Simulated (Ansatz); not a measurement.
BH2: forces and stress of a distorted cell

Cell: BH2 placed on the sites of a three-atom unit in a box (a generated, not necessarily known, phase), then sheared and rattled, expanded.

Ansatz, full-potential LAPW; functional PBE; scalar relativity, no spin–orbit coupling, point nucleus. Brillouin zone: 3×3×3 Γ-centred, Fermi–Dirac smearing of 0.15 eV; a denser mesh would shift the values. For a metal, stress, forces and moments on so few k-points can be far from the converged ones. Spin-restricted. The cell's electron count is odd, so a run with spin could end lower. Atoms are numbered as listed.

```
B H
1.0
     3.21857    0.03017   -0.00834
     0.03017    3.00987   -0.20712
    -0.00834   -0.20712    3.00222
B H
1 2
Cartesian
  0.3417 2.1385 0.5108
  0.7782 2.9092 1.2657
  0.7761 1.3566 -0.2928
```

```json
{"atom": "B1", "Fx (eV/Å)": "0.044", "Fy (eV/Å)": "-0.621", "Fz (eV/Å)": "-0.626"}
{"atom": "H2", "Fx (eV/Å)": "0.144", "Fy (eV/Å)": "0.393", "Fz (eV/Å)": "0.382"}
{"atom": "H3", "Fx (eV/Å)": "-0.188", "Fy (eV/Å)": "0.227", "Fz (eV/Å)": "0.244"}
```

Stress (GPa; xx, yy, zz, yz, xz, xy; compression positive): -5.92, 1.07, 0.87, 0.60, 1.40, 1.50.

The all-electron E − TS, for this scheme is -704.883 eV and the pressure is -1.33 GPa. The largest force is 0.883 eV/Å.
